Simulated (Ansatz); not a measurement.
A distorted cell of Sb (A7 type, space group R-3m):

```
CELL_PARAMETERS angstrom
      2.16065     1.24745     3.67987
     -2.16065     1.24745     3.67987
      0.00000    -2.49490     3.67987
ATOMIC_POSITIONS crystal
  Sb 0.14561 0.24743 0.19652
  Sb 0.76362 0.76362 0.76362
```

These are PBE-D3(BJ) (plane waves to 420 eV, PAW, scalar-relativistic; Ansatz, a quantum-chemistry and plane-wave program) values and carry that method's errors. k mesh 11×11×11 (Γ-centred), Fermi-Dirac smearing 0.05 eV. Energies are smeared free energies. Stress and pressure are positive under compression. With partly filled bands, energies and forces of such displacements shift with the k mesh and the smearing. Sb was relaxed with its symmetry unable to fall. Spin-orbit coupling is left out, though Sb is heavy.

Q: Predict the force on every atom, in eV/Å.

A: 
```tsv
atom	Fx	Fy	Fz
Sb1	1.886	-0.387	2.921
Sb2	-1.886	0.387	-2.921
```

Q: What is the stress tensor (GPa)?

A: 
```
   11.4     -6.0      5.5
   -6.0     10.3     -1.1
    5.5     -1.1      5.3
```
The pressure, a third of the trace, is 9.0 GPa.

Q: In it atom 1 sits (-0.220, 0.000, -0.440) Å away from its relaxed site. What is its energy relative to the relaxed cell?

A: 754 meV/cell.

(A displaced cell: forces are minus the slopes of the energy, force constants its curvatures, and phonons follow from these.)
